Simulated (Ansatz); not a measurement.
A geometry of S away from equilibrium: step 4 of the relaxation of a relaxed S cell, doubled along one cell vector, shaken by Gaussian noise of σ = 0.08 Å a coordinate. Level of theory: PBE (plane waves to 420 eV, PAW, scalar-relativistic; Ansatz, a quantum-chemistry and plane-wave program). Γ-centred k-mesh 4×4×6 on the run's cell (coarser than for final values), Fermi–Dirac smearing 0.05 eV. The plane waves were selected for a different cell earlier on the path.

```
S
1.0
    7.93742    -0.13553     0.00543
   -4.08608     7.09416    -0.01698
    0.00284    -0.00861     4.27645
S
6
Direct
  0.00298   0.98771   0.02389
  0.00305   0.98667   0.46616
  0.31116   0.62121   0.24427
  0.25012   0.60896   0.76992
  0.69440   0.33531   0.24403
  0.75419   0.37133   0.75944
```

What forces act on the atoms (eV/Å)?


| atom | Fx | Fy | Fz |
|---|---|---|---|
| S1 | 0.02 | -0.02 | -0.65 |
| S2 | -0.01 | 0.02 | 0.65 |
| S3 | -0.09 | 0.10 | -0.18 |
| S4 | 0.01 | -0.14 | 0.18 |
| S5 | -0.10 | -0.02 | -0.14 |
| S6 | 0.17 | 0.07 | 0.14 |

The path ends in P1 (No. 1) at a tolerance of 0.01 Å, Cm (No. 8) at 0.1 Å. No spin polarisation in the result. No dispersion correction is included, so spacings between layers, chains or molecules are soft and tend to come out too large.

The end of the path is a generated cell of S: the first start was made by placing the elements on the sites of a structure type, and the end was not matched to a known phase here, so it may be hypothetical.
